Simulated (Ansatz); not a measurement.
Input and command of a calculation in Ansatz (plane waves; scalar-relativistic PAW potentials unless the input names others):

```yaml
crystal:
  lattice:
    - [3.3145950947, 0.0, 0.0]
    - [-1.6572975474, 2.8705235553, 0.0]
    - [0.0, 0.0, 36.5370111813]
  atoms:
    - { symbol: W, position: [0.6666666667, 0.3333333333, 0.90627478], spin: 2.0 }
    - { symbol: W, position: [0.6666666667, 0.3333333333, 0.2812937088] }
    - { symbol: W, position: [0.3333333333, 0.6666666667, 0.7187062912] }
    - { symbol: W, position: [0.3333333333, 0.6666666667, 0.09372522] }
    - { symbol: Se, position: [0.3333333333, 0.6666666667, 0.9517533457] }
    - { symbol: Se, position: [0.3333333333, 0.6666666667, 0.3267467009] }
    - { symbol: Se, position: [0.6666666667, 0.3333333333, 0.7641916797] }
    - { symbol: Se, position: [0.6666666667, 0.3333333333, 0.1392041531] }
    - { symbol: Se, position: [0.3333333333, 0.6666666667, 0.8607958469] }
    - { symbol: Se, position: [0.3333333333, 0.6666666667, 0.2358083203] }
    - { symbol: Se, position: [0.6666666667, 0.3333333333, 0.6732532991] }
    - { symbol: Se, position: [0.6666666667, 0.3333333333, 0.0482466543] }
basis:
  ecutwfc: 500
kpoints:
  mp_grid: { grid: [12, 12, 1] }
hamiltonian:
  xc: r2scan
scf:
  occupations: { method: gaussian, width: 0.02 }
  max_iter: 50
output:
  forces: true
  eigenvalues: true
  stress: true
```

```bash
ansatz run input.yaml --threads 4 --pin off --max-ram 10240MiB --backend cpu --events-out ev --progress --plain --runs-dir out
```

Task: What will the program do with this input?

Result: The program refuses it, because of a moment without spin polarisation (crystal.atoms[0].spin: not typed → 2.0). Without that key it is accepted.

Abridged log:
```
Error: inconsistent input (magnetization.spin_polarized): false but per-atom `spin:`, `per_species`, `initial_magnetization`, `magnetic_field`, or `spin_locking` is set
```